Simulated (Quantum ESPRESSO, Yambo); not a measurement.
# G0W0 results for BaTiO3

```xyz
5
Lattice="4.0077 0.0000 0.0000 0.0000 4.0077 0.0000 0.0000 0.0000 4.0077" Properties=species:S:1:pos:R:3 pbc="T T T"
O      2.0038     0.0000     0.0000
O      0.0000     2.0038     0.0000
O      0.0000     0.0000     2.0038
Ti     0.0000     0.0000     0.0000
Ba     2.0038     2.0038     2.0038
```

The geometry is that of Materials Project entry mp-2998, symmetrised and not relaxed again.

Starting point: PBEsol (Quantum ESPRESSO, PseudoDojo norm-conserving, 84 Ry, with spin-orbit coupling). G0W0 in Yambo: 4×4×4 Γ-centred k mesh, bands 3 to 200 and a 7 Ry block in the screening, 200 bands in G with the Bruneval-Gonze terminator, plasmon pole fitted at 27.2 eV.

```
Quantity                                             Value
-------------------------------------------------  -------
PBEsol gap along the band path                     1.76 eV
PBEsol gap between the mesh's edge points (R → Γ)  1.76 eV
G0W0 gap between the same points                   3.18 eV
PBEsol smallest direct gap on the mesh (at Γ)      1.83 eV
G0W0 direct gap at that point                      3.29 eV
```

| k point | band | E PBEsol (eV) | E QP (eV) | shift (eV) | Z |
|---|---|---|---|---|---|
| Γ | VB−2 | -0.07 | -0.33 | -0.26 | 0.77 |
| Γ | VB−1 | -0.07 | -0.33 | -0.26 | 0.77 |
| Γ | VB | -0.07 | -0.33 | -0.26 | 0.77 |
| Γ | CB | 1.76 | 2.95 | 1.19 | 0.77 |
| Γ | CB+1 | 1.76 | 2.95 | 1.19 | 0.77 |
| X | VB | -0.68 | -0.98 | -0.30 | 0.76 |
| X | CB | 1.90 | 3.15 | 1.25 | 0.77 |
| M | VB | -0.06 | -0.32 | -0.26 | 0.76 |
| M | CB | 3.54 | 4.83 | 1.29 | 0.73 |
| R | VB | 0.00 | -0.23 | -0.23 | 0.76 |
| R | CB | 4.21 | 5.52 | 1.31 | 0.72 |

Energies count from the PBEsol valence-band maximum.

Nearest settings tried, and what they do to the gap: 3 Ry block (57 vectors against 171): +207 meV. Not varied: bands in G, bands in W, mesh. So the settings aren't converged at that level.

The cell is held in this high symmetry; tilts and polar distortions were not searched.

This is not the ordinary phase of the substance.
